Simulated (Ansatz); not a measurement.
# Structures of CuSn2: which is lowest?

Plane-wave DFT in Ansatz with scalar-relativistic PAW potentials, cutoff 420 eV, Γ-centred meshes chosen by cell and gap, Gaussian smearing with energies taken to zero width. Every cell was relaxed (cell and atoms) in a run of its own, within the symmetry of its start. Functional: PBE.

Relaxed structures (starts from databases or built by putting these elements on another compound's sites):
A. Pnnm, 6 atoms in the computed cell, a = 6.306 Å, b = 6.568 Å, c = 3.293 Å; sites (symmetry × multiplicity) Cu ..2/m × 2, Sn ..m × 4; start: built
B. I4/mmm, 3 atoms in the computed cell, a = 3.213 Å, c = 12.894 Å; sites (symmetry × multiplicity) Cu 4/mmm × 2, Sn 4mm × 4; start: built

Task: Rank them by energy. Could pressure change the order?

Result:
| structure | group | E − E(lowest) (meV/atom) | V (Å³/atom) | gap on mesh (eV) |
| --- | --- | --- | --- | --- |
| A | Pnnm | 0.0 | 22.74 | 0.00 |
| B | I4/mmm | 39 | 22.19 | 0.00 |

A is lowest, 39 meV/atom under B. The two lowest differ in volume by under 3 %, too little for a first-order estimate of what pressure does to that pair (other pairs aren't weighed here); with rigid cells even 3 % in favour of the higher one would need about 9 GPa. Other structures may lie lower than all of these, and vibrations aren't counted.